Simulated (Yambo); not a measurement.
Yambo run on BaO2 (space group I4/mmm, No. 139). The wavefunctions are PBEsol (pw.x of Quantum ESPRESSO, ONCV potentials, without SOC) ones on a 4×4×4 mesh (11 occupied bands); a = 4.301 Å, b = 4.301 Å, c = 4.301 Å, α = 128.00°, β = 128.00°, γ = 76.63°.

Yambo input:

```
rim_cut
gw0
dyson
el_el_corr
HF_and_locXC
ppa
em1d
RandQpts= 1000000
RandGvec= 1 Ry
EXXRLvcs= 84 Ry
VXCRLvcs= 336 Ry
Chimod= "HARTREE"
% BndsRnXp
 1 | 60 |
%
NGsBlkXp= 8 Ry
% LongDrXp
 1.0 | 1.0 | 1.0 |
%
PPAPntXp= 27.2114 eV
% GbndRnge
 1 | 60 |
%
GTermKind= "BG"
DysSolver= "n"
ExtendOut
% QPkrange
 13 | 13 | 11 | 12 |
%
```

k points by index: 13 = Z.

The o-*.qp file then holds:

```
#    K-point    Band    Eo [eV]    E [eV]    E-Eo [eV]    Vxc [eV]    Vnlxc [eV]    Sc|Eo [eV]    Sc|E [eV]    dSc/dw|Eo [eV]    Re(Z)    Im(Z)
#
    13    11    0.000000    -0.916399    -0.916399    -19.94390    -25.64991    4.540939    4.789606    -7.382798    0.786586    -0.001287
    13    12    2.069786    2.864821    0.795036    -9.223660    -4.588894    -3.709891    -3.839730    -4.443505    0.859626    -0.835894E-3
```
(The two width columns are left out.) Convergence of these settings isn't established.

Geometry relaxed with PBEsol.
